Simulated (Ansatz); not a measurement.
Bi (A7 (α-As type), R-3m) under volume change, DFT-PBEsol in the program Ansatz with PAW potentials, shape and atoms relaxed at each volume.

| V (Å³/atom) | E − E(relaxed) (meV/atom) | P (GPa) |
|---|---|---|
| 31.334 | 41.7 | 4.82 |
| 32.367 | … | … |
| 33.400 | … | … |
| 34.433 | 0.0 | 0.00 |
| 35.466 | 3.4 | -1.02 |
| 36.499 | 12.5 | -1.79 |
| 37.532 | 25.9 | -2.34 |

**Question.** Fill in the missing entries.

**Answer.** 
- 33.400, E − E(relaxed) (meV/atom): 4.0
- 33.400, P (GPa): 1.28
- 32.367, E − E(relaxed) (meV/atom): 17.1
- 32.367, P (GPa): 2.87

**Question.** What does a third-order Birch–Murnaghan fit give for V₀, B₀ and B′?

**Answer.** V₀ = 34.44 Å³/atom, B₀ = 37.2 GPa, B′ = 6.9.

The cell was relaxed with PBEsol under the symmetry of its start. Scalar-relativistic: spin–orbit coupling is off unless named, which matters more the heavier the elements.

Potentials: the earlier of the program's two PAW sets. The files were generated under PBE; for other functionals the program regenerates the frozen cores, and for LDA and PBEsol the local potential too.
